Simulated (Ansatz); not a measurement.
SiMo:
```yaml
crystal:
  lattice:
    - [3.09618, 0.00000, 0.00000]
    - [-1.54809, 2.68137, 0.00000]
    - [0.00000, 0.00000, 3.50140]
  atoms:
    - { symbol: Si, position: [0.00000, 0.00000, 0.00000] }
    - { symbol: Mo, position: [0.33333, 0.66667, 0.50000] }
```

Relaxed with PBEsol. Special points in fractions of this cell's reciprocal vectors: Γ (0.000, 0.000, 0.000); M (0.500, 0.000, 0.000); K (0.333, 0.333, 0.000); A (0.000, 0.000, 0.500); L (0.500, 0.000, 0.500); H (0.333, 0.333, 0.500).

Problem. List the band energies nearest the Fermi level at these points for PBEsol with spin–orbit coupling in the plane-wave PAW code Ansatz.

Solution. In eV from the Fermi level; about four levels below and three above (degenerate sets whole), none deeper than 8.9 eV; points with the same levels are listed once.

| k | below | above |
|---|---|---|
| Γ | -1.30 -1.30 -1.17 -1.17 | 0.57 0.57 1.06 1.06 |
| M | -3.16 -3.16 -2.95 -2.95 | 0.26 0.26 2.24 2.24 |
| K | -2.71 -2.66 -1.35 -1.28 | 1.48 1.63 1.84 |
| A | -0.38 -0.38 -0.28 -0.28 | 0.68 0.68 6.79 6.79 |
| L | -1.90 -1.90 -0.01 -0.01 | 1.59 1.59 2.76 2.76 |
| H | -1.48 -1.48 -0.86 -0.83 | 1.65 1.65 5.25 5.25 |

Space group P-6m2. The workflow started from a Materials Project entry (that database holds measured and hypothetical structures alike); the Crystallography Open Database copy checked does not list it. Whether it is the stable phase at ambient conditions was not checked. The cell was relaxed with PBEsol under the symmetry of its start; its stability against distortions is not shown here. No spin polarisation was allowed.

Potentials: the later of the program's two PAW sets.
